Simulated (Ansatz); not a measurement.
Input:

SiC (wurtzite)

```xyz
4
Lattice="3.0919 0.0000 0.0000 -1.5460 2.6777 0.0000 0.0000 0.0000 5.0742" Properties=species:S:1:pos:R:3 pbc="T T T"
Si     1.5460     0.8926     0.0026
Si     0.0000     1.7851     2.5397
C      1.5460     0.8926     3.1698
C      0.0000     1.7851     0.6327
```

This relaxed cell (volume V₀) is scaled evenly in all directions, its shape held. The atoms relax within the cell's symmetry.

Method: PBE (plane waves to 420 eV, PAW, scalar-relativistic; Ansatz, a quantum-chemistry and plane-wave program). k mesh 12×12×7 (Γ-centred), Fermi-Dirac smearing 0.05 eV. Energies are smeared free energies. Stress and pressure are positive under compression. With the shape held, the modulus is that of even scaling; a crystal free to change shape is softer. SiC was relaxed with its symmetry unable to fall. The PAW data are Ansatz's earlier set. ΔE is measured from the relaxed starting cell.

The scan covers V/V₀ from 0.940 to 1.060 in 9 points.

What is the fitted pressure derivative B₀′?

3.9.

What bulk modulus at fixed cell shape B₀ follows from a third-order Birch-Murnaghan fit?

214 GPa.

(Under strain, the slope of the energy per volume gives the stress and its curvature an elastic modulus.)
